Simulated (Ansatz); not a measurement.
Calculation for In2Au: DFT, PBEsol, PAW with Ansatz's default frozen-core files, scalar-relativistic (Ansatz 0.2.0). This run: the series' base cell.

The base volume is that of a database entry, so it needn't be at zero pressure; the structure needn't be the stable phase, at rest or compressed.

Command: `ansatz run input.yaml --threads 1 --pin off --max-ram 3072MiB --backend cpu --events-out ev --progress --plain --runs-dir out` It took 7.9 s on 1 thread of Intel(R) Xeon(R) Platinum 8259CL CPU @ 2.50GHz (Skylake/Cascade Lake), on a shared host, peak memory 0.45 GiB.

```yaml
crystal:
  lattice:
    - [0.0, 3.251, 3.251]
    - [3.251, 0.0, 3.251]
    - [3.251, 3.251, 0.0]
  atoms:
    - { symbol: In, position: [0.25, 0.25, 0.25] }
    - { symbol: In, position: [0.75, 0.75, 0.75] }
    - { symbol: Au, position: [0.0, 0.0, 0.0] }
kpoints:
  mp_grid: { grid: [10, 10, 10] }
  band_path:
    path:
      - [0.0, 0.0, 0.0]
      - [0.5, 0.0, 0.5]
      - [0.625, 0.25, 0.625]
      - [0.375, 0.375, 0.75]
      - [0.0, 0.0, 0.0]
      - [0.5, 0.5, 0.5]
      - [0.5, 0.25, 0.75]
      - [0.5, 0.0, 0.5]
    npoints: 6
scf:
  occupations: { method: fermi_dirac, width: 0.05 }
hamiltonian:
  xc: pbesol
  pseudopotentials: { kind: paw }
output:
  forces: true
  stress: true
  eigenvalues: true
  populations: true
```

Output:

```
Engine: ansatz 0.2.0
Pseudopotentials: kind: paw
Pseudopotential: In, paw, valence charge 13, recommended cutoff 420 eV (normal), In.paw.azcp
Pseudopotential: Au, paw, valence charge 19, recommended cutoff 420 eV (normal), Au.paw.azcp
Functional definition: PBEsol
  exchange = pbesol_x
  correlation = pbesol_c
Crystal: 3 atoms, lattice volume = 68.720 Å³
Basis set: ecut = 420 eV, 1363 PW (Γ), exchange–correlation on 64×64×64 points (8 copies of the dense FFT grid, shifted against one another)
Bands: 27, of which v1, the nominal top of the filled ones, is band 23 counted from 1 (22 counted from 0)
Symmetry: 48 space group operations
Space group: Fm-3m (ITA 225), of the structure as read, at distance tolerance 4.1e-5 Å
k-points: 47 of 1000
Non-local potential: In, projectors of the file, l = 0: 2, l = 1: 2, l = 2: 2, l = 3: 2
Non-local potential: Au, projectors of the file, l = 0: 3, l = 1: 2, l = 2: 2, l = 3: 1
PAW form: soft (Blöchl's): semilocal exchange-correlation on the pseudo side does not see the compensation charge
PAW frozen core: In, regenerated for the run's functional, and the local potential with it (the file was generated under x = pbe(κ = 0.804, μ = 0.2195149727645171), c = pbe(β = 0.06672455060314922))
PAW frozen core: Au, regenerated for the run's functional, and the local potential with it (the file was generated under x = pbe(κ = 0.804, μ = 0.2195149727645171), c = pbe(β = 0.06672455060314922))
PAW one-centre angular grid: In, 590 points (default); XC on 64 Gauss nodes
PAW one-centre angular grid: Au, 590 points (default); XC on 64 Gauss nodes
Initial density: superposition of atomic densities (neutral atoms: chi_scale 0, normalization atom), corrected by the library's trained network
Initial wavefunctions: pseudopotential atomic-orbital guess
Functional: x = pbesol(κ = 0.804, μ = 0.12345679012345678), c = pbesol(β = 0.046)
SCF iter   1: F=—  HF=-24058.671162 eV  |F-HF|=—  |Δ(HF+E_count)|=         —  Δρ=4.00e-3  dr2=1.10e-2  ethr=1.77e-3  ⟨swp⟩=6.3  Hψ=5252  notcnv=0
preconditioner: auto → LDOS  [metal: Δε(μ)=0.059 eV  Ē_g=13.831 eV  σ=0.050 eV  W_gap=0.28  n_scr=14 (ndim 8)  ℏωp=27.2 eV  f_vac=0.044  D(μ)=1.19/eV (n_scr^D=8)  β→1.0]
SCF iter   2: F=—  HF=-24058.671634 eV  |F-HF|=—  |Δ(HF+E_count)|=   4.72e-4  Δρ=3.53e-3  dr2=7.52e-3  ethr=2.45e-5  ⟨swp⟩=2.0  Hψ=2716  notcnv=0  defer=10
SCF iter   3: F=—  HF=-24058.668849 eV  |F-HF|=—  |Δ(HF+E_count)|=   2.78e-3  Δρ=3.63e-4  dr2=1.17e-4  ethr=1.67e-5  ⟨swp⟩=2.0  Hψ=2155  notcnv=0  defer=10
SCF iter   4: F=—  HF=-24058.668846 eV  |F-HF|=—  |Δ(HF+E_count)|=   3.56e-6  Δρ=1.26e-4  dr2=1.08e-5  ethr=2.59e-7  ⟨swp⟩=2.0  Hψ=1641  notcnv=0  defer=10
SCF iter   5: F=—  HF=-24058.668849 eV  |F-HF|=—  |Δ(HF+E_count)|=   3.47e-6  Δρ=2.68e-5  dr2=3.73e-7  ethr=2.39e-8  ⟨swp⟩=2.0  Hψ=2112  notcnv=0  defer=10
SCF iter   6: F=-24058.668849 eV  HF=-24058.668849 eV  |F-HF|=2.36e-9  |Δ(HF+E_count)|=   3.69e-8  Δρ=4.34e-6  dr2=7.80e-9  ethr=2.22e-10  ⟨swp⟩=5.5  Hψ=5457  notcnv=0
SCF 1 converged in 6 iterations: F = -24058.668849 eV  dr2 = 7.80e-9
  greatest PAW one-centre occupation: 1.001 electrons in one spin orbital (limit 2), on the Au atom at site 2 (counted from 0), in its partial waves of l = 0
NSCF: frozen V_eff on 43 k-points
SCF converged after 6 iterations
Free energy (F): -24058.668849 eV
Harris-Foulkes:  -24058.668849 eV  (|F-HF|=2.36e-9)
Internal energy: -24058.659542 eV  (E = F + TS)
E sigma→0 (E₀):  -24058.664196 eV
Entropy (-TS):   -0.009307 eV (-3.102 meV/atom)
Fermi energy:    12.796461 eV
--- Per-component energies (eV) ---
  E_band       = -355.842862
  E_kinetic    = 1091.916898
  E_local      = -4666.854793  (includes V_loc(G=0)·N_el)
  E_nonlocal   = 810.951465
  E_hartree    = 1925.886639
  E_xc         = -655.392597
  E_vxc        = -476.845950  (∫ρ·V_xc dr)
  E_paw        = -17731.968676  (= ΣΔE_a)
  E_vpaw       = -966.788024  (= ΣTr[D̂ρ^β])
  E_aug_tail   = 0.001426  (compensation charges beyond the density's cutoff)
  E_ewald      = -4833.981188
  E_core_change = 0.781284  (= ΣΔE_core)
  E_smearing   = -0.009307  (= −TS)
  E_closure    = -0.000000  (closes the sum)
  Σ components = -24058.668849   (vs F -24058.668849, Δ=0.00e0)
--- Forces (eV/Å), atoms counted from 1 ---
  atom   1  In     0.00000000     0.00000000    -0.00000000
  atom   2  In     0.00000000    -0.00000000     0.00000000
  atom   3  Au    -0.00000000    -0.00000000    -0.00000000
  max |Σ_I F_I| component: 2.08e-17 eV/Å
--- Stress (GPa, compression-positive) ---
        1.070770      -0.000000      -0.000000
       -0.000000       1.070770       0.000000
       -0.000000       0.000000       1.070770
  P = ⅓ Tr σ = 1.0708 GPa (10.708 kbar)
--- Band table (eV; the first three rows and the last of 47) ---
  k-point 0: bands = ["-93.6851", "-45.0575", "-45.0575", "-45.0575", "-2.0459", "-2.0459", "-1.8914", "-1.8914", "-1.8914", "-1.6104", "-1.6104", "-1.6104", "-1.4064", "-1.4064", "2.7573", "7.1507", "7.1507", "7.1507", "8.0243", "8.0243", "13.1006", "15.9027", "15.9027", "15.9027", "16.5468", "16.5468", "16.5468"]
  k-point 1: bands = ["-93.6851", "-45.0576", "-45.0575", "-45.0575", "-2.0307", "-2.0307", "-1.8919", "-1.8842", "-1.8842", "-1.6166", "-1.6166", "-1.6127", "-1.4232", "-1.4232", "2.8778", "7.0673", "7.1845", "7.1845", "8.0109", "8.0109", "12.8769", "14.5991", "15.3904", "15.3904", "16.6194", "16.9362", "16.9362"]
  k-point 2: bands = ["-93.6851", "-45.0576", "-45.0575", "-45.0575", "-1.9867", "-1.9867", "-1.8880", "-1.8634", "-1.8634", "-1.6349", "-1.6349", "-1.6247", "-1.4714", "-1.4714", "3.2325", "6.8622", "7.2694", "7.2694", "7.9834", "7.9834", "11.6165", "14.1352", "14.7206", "14.7206", "16.6354", "16.9981", "16.9981"]
  k-point 46: bands = ["-93.6851", "-45.0577", "-45.0577", "-45.0576", "-1.9217", "-1.9071", "-1.8815", "-1.8055", "-1.7379", "-1.7291", "-1.7011", "-1.6264", "-1.6177", "-1.5303", "6.3257", "6.3714", "7.0885", "7.6043", "7.8563", "8.2582", "8.5435", "9.2750", "10.6700", "15.4032", "17.2088", "17.5816", "19.3018"]
--- Löwdin populations: 3 sites ---
  site symbol       q [e]
     0     In     13.2363
     1     In     13.2363
     2     Au     18.3720
  spilling = 0.003455 (of n_electrons = 45.000000)
```

populations.tsv:

```
# site	symbol	l	j	q
# orbitals = lowdin
# n_electrons = 45.000000
# spilling = 0.003455
0	In	0_5S	-	1.211879
0	In	1_5P	-	2.037889
0	In	2_4D	-	9.986487
1	In	0_5S	-	1.211879
1	In	1_5P	-	2.037889
1	In	2_4D	-	9.986487
2	Au	0_5S	-	1.965065
2	Au	0_6S	-	0.831567
2	Au	1_5P	-	5.987168
2	Au	2_5D	-	9.588216
```

Next run (volume at 0.5 of the series' base cell), as changes to the input before:

```diff
   lattice:
-    - [0.0, 3.251, 3.251]
-    - [3.251, 0.0, 3.251]
-    - [3.251, 3.251, 0.0]
+    - [0.0, 2.58032041, 2.58032041]
+    - [2.58032041, 0.0, 2.58032041]
+    - [2.58032041, 2.58032041, 0.0]
   atoms:
```

Command: `ansatz run input.yaml --threads 1 --pin off --max-ram 3072MiB --backend cpu --events-out ev --progress --plain --runs-dir out` It took 4.3 s on 1 thread of Intel(R) Xeon(R) Platinum 8259CL CPU @ 2.50GHz (Skylake/Cascade Lake) (shared host), peak memory 0.4 GiB.

Results part of the output:

```
SCF 1 converged in 6 iterations: F = -24039.547365 eV  dr2 = 7.81e-8
  greatest PAW one-centre occupation: 1.000 electrons in one spin orbital (limit 2), on the Au atom at site 2 (counted from 0), in its partial waves of l = 1
NSCF: frozen V_eff on 43 k-points
SCF converged after 6 iterations
Free energy (F): -24039.547365 eV
Harris-Foulkes:  -24039.547365 eV  (|F-HF|=1.39e-8)
Internal energy: -24039.541110 eV  (E = F + TS)
E sigma→0 (E₀):  -24039.544238 eV
Entropy (-TS):   -0.006255 eV (-2.085 meV/atom)
Fermi energy:    31.229272 eV
--- Per-component energies (eV) ---
  E_band       = 293.985683
  E_kinetic    = 1171.397881
  E_local      = -2829.689522  (includes V_loc(G=0)·N_el)
  E_nonlocal   = 822.569892
  E_hartree    = 1309.585633
  E_xc         = -684.035825
  E_vxc        = -514.033370  (∫ρ·V_xc dr)
  E_paw        = -17739.717157  (= ΣΔE_a)
  E_vpaw       = -975.438788  (= ΣTr[D̂ρ^β])
  E_aug_tail   = 0.001358  (compensation charges beyond the density's cutoff)
  E_ewald      = -6090.434654
  E_core_change = 0.781284  (= ΣΔE_core)
  E_smearing   = -0.006255  (= −TS)
  E_closure    = -0.000000  (closes the sum)
  Σ components = -24039.547365   (vs F -24039.547365, Δ=0.00e0)
--- Forces (eV/Å), atoms counted from 1 ---
  atom   1  In     0.00000000    -0.00000000    -0.00000000
  atom   2  In     0.00000000    -0.00000000     0.00000000
  atom   3  Au    -0.00000000     0.00000000     0.00000000
  max |Σ_I F_I| component: 1.11e-16 eV/Å
--- Stress (GPa, compression-positive) ---
      353.579780       0.000000       0.000000
        0.000000     353.579780       0.000000
       -0.000000      -0.000000     353.579780
  P = ⅓ Tr σ = 353.5798 GPa (3535.798 kbar)
--- Band table (eV; the first three rows and the last of 47) ---
  k-point 0: bands = ["-79.2321", "-30.9647", "-30.9647", "-30.9647", "11.1448", "11.1448", "12.3507", "12.3507", "12.3507", "13.0091", "13.5535", "13.5535", "13.5535", "14.9941", "14.9941", "20.0375", "20.0375", "20.0375", "22.4958", "22.4958", "35.7753", "35.8257", "36.1910", "36.1910", "36.1910", "36.3722", "36.3722"]
  k-point 1: bands = ["-79.2317", "-30.9652", "-30.9643", "-30.9643", "11.2264", "11.2264", "12.2307", "12.3666", "12.3666", "13.2246", "13.5233", "13.5233", "13.6847", "14.8656", "14.8656", "19.8184", "20.1864", "20.1864", "22.4168", "22.4168", "33.3854", "35.1160", "35.4056", "35.4056", "36.4212", "36.4212", "36.6179"]
  k-point 2: bands = ["-79.2305", "-30.9664", "-30.9632", "-30.9632", "11.4647", "11.4647", "12.0920", "12.4078", "12.4078", "13.4068", "13.4417", "13.4417", "14.2756", "14.5291", "14.5291", "19.3204", "20.5332", "20.5332", "22.2476", "22.2476", "30.2242", "34.1766", "34.1766", "34.4259", "36.6139", "36.6139", "37.4098"]
  k-point 46: bands = ["-79.2261", "-30.9700", "-30.9632", "-30.9556", "11.8658", "11.8794", "11.8970", "12.4874", "12.7727", "12.8588", "13.1314", "13.4552", "13.7835", "14.0943", "19.5141", "19.9335", "20.4448", "20.4838", "22.5659", "23.4047", "24.0683", "24.9173", "25.9962", "36.7158", "37.1405", "39.7369", "40.0490"]
--- Löwdin populations: 3 sites ---
  site symbol       q [e]
     0     In     13.3212
     1     In     13.3212
     2     Au     18.1501
  spilling = 0.004611 (of n_electrons = 45.000000)
```

Next run (volume at 0.45 of the series' base cell), as changes to the input before:

```diff
   lattice:
-    - [0.0, 2.58032041, 2.58032041]
-    - [2.58032041, 0.0, 2.58032041]
-    - [2.58032041, 2.58032041, 0.0]
+    - [0.0, 2.4912719647, 2.4912719647]
+    - [2.4912719647, 0.0, 2.4912719647]
+    - [2.4912719647, 2.4912719647, 0.0]
   atoms:
```

Command: `ansatz run input.yaml --threads 1 --pin off --max-ram 3072MiB --backend cpu --events-out ev --progress --plain --runs-dir out` It took 4.3 s on 1 thread of Intel(R) Xeon(R) Platinum 8259CL CPU @ 2.50GHz (Skylake/Cascade Lake), with other jobs on the host, peak memory 0.39 GiB.

Results part of the output:

```
SCF 1 converged in 7 iterations: F = -24030.250070 eV  dr2 = 5.29e-9
  greatest PAW one-centre occupation: 1.002 electrons in one spin orbital (limit 2), on the Au atom at site 2 (counted from 0), in its partial waves of l = 1
NSCF: frozen V_eff on 43 k-points
SCF converged after 7 iterations
Free energy (F): -24030.250070 eV
Harris-Foulkes:  -24030.250070 eV  (|F-HF|=1.85e-9)
Internal energy: -24030.244264 eV  (E = F + TS)
E sigma→0 (E₀):  -24030.247167 eV
Entropy (-TS):   -0.005806 eV (-1.935 meV/atom)
Fermi energy:    35.444599 eV
--- Per-component energies (eV) ---
  E_band       = 433.037768
  E_kinetic    = 1193.263747
  E_local      = -2536.184748  (includes V_loc(G=0)·N_el)
  E_nonlocal   = 829.887369
  E_hartree    = 1223.667899
  E_xc         = -690.269859
  E_vxc        = -521.837882  (∫ρ·V_xc dr)
  E_paw        = -17743.259100  (= ΣΔE_a)
  E_vpaw       = -979.429439  (= ΣTr[D̂ρ^β])
  E_aug_tail   = 0.001320  (compensation charges beyond the density's cutoff)
  E_ewald      = -6308.132177
  E_core_change = 0.781284  (= ΣΔE_core)
  E_smearing   = -0.005806  (= −TS)
  E_closure    = -0.000000  (closes the sum)
  Σ components = -24030.250070   (vs F -24030.250070, Δ=0.00e0)
--- Forces (eV/Å), atoms counted from 1 ---
  atom   1  In     0.00000000    -0.00000000    -0.00000000
  atom   2  In     0.00000000    -0.00000000     0.00000000
  atom   3  Au    -0.00000000     0.00000000     0.00000000
  max |Σ_I F_I| component: 1.85e-16 eV/Å
--- Stress (GPa, compression-positive) ---
      526.127983       0.000000      -0.000000
        0.000000     526.127983       0.000000
       -0.000000      -0.000000     526.127983
  P = ⅓ Tr σ = 526.1280 GPa (5261.280 kbar)
--- Band table (eV; the first three rows and the last of 47) ---
  k-point 0: bands = ["-76.0417", "-27.9133", "-27.9133", "-27.9133", "13.5817", "13.5817", "15.2197", "15.2197", "15.2197", "15.4473", "16.5557", "16.5557", "16.5557", "18.4597", "18.4597", "23.0551", "23.0551", "23.0551", "25.8200", "25.8200", "39.4625", "39.9475", "39.9475", "39.9475", "40.7571", "40.8816", "40.8816"]
  k-point 1: bands = ["-76.0407", "-27.9136", "-27.9123", "-27.9123", "13.6811", "13.6811", "15.0242", "15.2287", "15.2287", "15.7263", "16.5252", "16.5252", "16.7340", "18.2863", "18.2863", "22.7778", "23.2442", "23.2442", "25.7220", "25.7220", "37.7029", "39.0476", "39.8226", "39.8226", "40.3261", "40.3261", "41.0359"]
  k-point 2: bands = ["-76.0382", "-27.9145", "-27.9099", "-27.9099", "13.9724", "13.9724", "14.8339", "15.2459", "15.2459", "16.1176", "16.4482", "16.4482", "17.2522", "17.8454", "17.8454", "22.1551", "23.6669", "23.6669", "25.5159", "25.5159", "34.4545", "38.2143", "38.6263", "38.6263", "40.6042", "40.6042", "42.1097"]
  k-point 46: bands = ["-76.0285", "-27.9189", "-27.9069", "-27.8937", "14.4592", "14.5146", "14.5285", "15.2673", "15.5463", "15.7228", "16.1170", "16.5055", "16.9389", "17.2992", "22.3645", "23.1824", "23.3624", "23.8093", "26.0539", "26.9346", "27.6883", "28.5100", "29.4557", "40.8764", "41.9687", "44.5471", "44.6348"]
--- Löwdin populations: 3 sites ---
  site symbol       q [e]
     0     In     13.3236
     1     In     13.3236
     2     Au     18.1219
  spilling = 0.005134 (of n_electrons = 45.000000)
```

Next run (volume at 0.4 of the series' base cell), as changes to the input before:

```diff
   lattice:
-    - [0.0, 2.4912719647, 2.4912719647]
-    - [2.4912719647, 0.0, 2.4912719647]
-    - [2.4912719647, 2.4912719647, 0.0]
+    - [0.0, 2.3953572804, 2.3953572804]
+    - [2.3953572804, 0.0, 2.3953572804]
+    - [2.3953572804, 2.3953572804, 0.0]
   atoms:
   populations: true
+  write_density: true
+  write_potential: true
+  elf: true
+  volumetric_format: npy
```

Results part of the output:

```
SCF 1 converged in 7 iterations: F = -24016.268859 eV  dr2 = 2.08e-8
  Residual-converged pass: ⟨swp⟩=1.2  Hψ=1469  notcnv=0  max |occ|·‖R‖ = 7.1e-9 eV (tolerance 1.0e-8 eV)  dr2=2.08e-8  dr2_onsite=1.27e-8  max |Δocc| = 4.9e-13
  greatest PAW one-centre occupation: 1.006 electrons in one spin orbital (limit 2), on the Au atom at site 2 (counted from 0), in its partial waves of l = 1
NSCF: frozen V_eff on 43 k-points
SCF converged after 7 iterations
Free energy (F): -24016.268859 eV
Harris-Foulkes:  -24016.268859 eV  (|F-HF|=8.80e-9)
Internal energy: -24016.264018 eV  (E = F + TS)
E sigma→0 (E₀):  -24016.266438 eV
Entropy (-TS):   -0.004841 eV (-1.614 meV/atom)
Fermi energy:    40.739366 eV
--- Per-component energies (eV) ---
  E_band       = 603.984606
  E_kinetic    = 1221.325995
  E_local      = -2203.519599  (includes V_loc(G=0)·N_el)
  E_nonlocal   = 841.683301
  E_hartree    = 1130.721951
  E_xc         = -697.591418
  E_vxc        = -530.890275  (∫ρ·V_xc dr)
  E_paw        = -17748.945312  (= ΣΔE_a)
  E_vpaw       = -986.061772  (= ΣTr[D̂ρ^β])
  E_aug_tail   = 0.001630  (compensation charges beyond the density's cutoff)
  E_ewald      = -6560.721848
  E_core_change = 0.781284  (= ΣΔE_core)
  E_smearing   = -0.004841  (= −TS)
  E_closure    = -0.000000  (closes the sum)
  Σ components = -24016.268859   (vs F -24016.268859, Δ=0.00e0)
--- Forces (eV/Å), atoms counted from 1 ---
  atom   1  In    -0.00000000     0.00000000    -0.00000000
  atom   2  In    -0.00000000    -0.00000000    -0.00000000
  atom   3  Au    -0.00000000     0.00000000     0.00000000
  max |Σ_I F_I| component: 1.85e-16 eV/Å
--- Stress (GPa, compression-positive) ---
      799.415490      -0.000000      -0.000000
        0.000000     799.415490      -0.000000
       -0.000000      -0.000000     799.415490
  P = ⅓ Tr σ = 799.4155 GPa (7994.155 kbar)
--- Band table (eV; the first three rows and the last of 47) ---
  k-point 0: bands = ["-72.1381", "-24.2049", "-24.2049", "-24.2049", "16.4441", "16.4441", "18.5713", "18.7223", "18.7223", "18.7223", "20.1527", "20.1527", "20.1527", "22.7190", "22.7190", "26.8880", "26.8880", "26.8880", "29.9752", "29.9752", "43.9739", "44.5603", "44.5603", "44.5603", "46.4558", "46.4558", "46.4558"]
  k-point 1: bands = ["-72.1360", "-24.2046", "-24.2029", "-24.2029", "16.5663", "16.5663", "18.4017", "18.7126", "18.7126", "18.9174", "20.1309", "20.1309", "20.4377", "22.4779", "22.4779", "26.5254", "27.1338", "27.1338", "29.8523", "29.8523", "42.7557", "44.1281", "44.7581", "44.7581", "45.6534", "45.6534", "45.8390"]
  k-point 2: bands = ["-72.1306", "-24.2038", "-24.1979", "-24.1979", "16.9247", "16.9247", "18.1448", "18.6723", "18.6723", "19.3921", "20.0867", "20.0867", "21.0583", "21.8888", "21.8888", "25.7195", "27.6501", "27.6501", "29.6029", "29.6029", "39.7478", "42.8482", "44.1783", "44.1783", "45.4498", "45.4498", "47.3976"]
  k-point 46: bands = ["-72.1098", "-24.2074", "-24.1860", "-24.1626", "17.5164", "17.6188", "17.6953", "18.6143", "18.8421", "19.1517", "19.7213", "20.2328", "20.7734", "21.2133", "25.9285", "27.0005", "27.2943", "28.0659", "30.4700", "31.3696", "32.2670", "33.0477", "33.7588", "45.9705", "47.9556", "50.2556", "50.4707"]
--- Löwdin populations: 3 sites ---
  site symbol       q [e]
     0     In     13.3187
     1     In     13.3187
     2     Au     18.0942
  spilling = 0.005964 (of n_electrons = 45.000000)
```

Spin–orbit coupling is left out, which matters for the heavy atoms. The PAW files were made under PBE. The structure type is held throughout; the real material can change phase at far lower pressure. At this compression frozen-core PAW has no all-electron check here.
